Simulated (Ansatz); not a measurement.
This cell of FeCo (CsCl type) is off equilibrium:

```xyz
2
Lattice="2.8976 0.0000 0.0000 0.0000 2.8976 0.0000 0.0000 0.0000 2.7430" Properties=species:S:1:pos:R:3 pbc="T T T"
Fe     0.0000     0.0000     0.0000
Co     1.4488     1.4488     1.3715
```

Method: PBE (plane waves to 420 eV, PAW, scalar-relativistic; Ansatz, an electronic-structure program). k mesh 16×16×16 (Γ-centred), Fermi-Dirac smearing 0.05 eV. The energy includes the smearing's −TS. Compression counts positive. With partly filled bands, the response to shear is sensitive to the k mesh, so small differences along c/a are uncertain. FeCo was relaxed with its symmetry unable to fall. Relaxed FeCo ends ferromagnetic. Other magnetic orders were not checked, so this need not be the ground state.

Task: Give the stress tensor in GPa and the pressure.

Result: 
```
   -2.2      0.0      0.0
    0.0     -2.2      0.0
    0.0      0.0      4.9
```
The pressure, a third of the trace, is 0.2 GPa.

Task: It is the relaxed cell deformed to V/V₀ = 1.000, (c/a)/(c/a)₀ = 0.947, c along z, fractional positions held. What is its energy relative to the relaxed cell?

Result: 9 meV/atom.

(A scan under strain: stresses follow from slopes of the energy per volume, elastic moduli from its curvatures.)
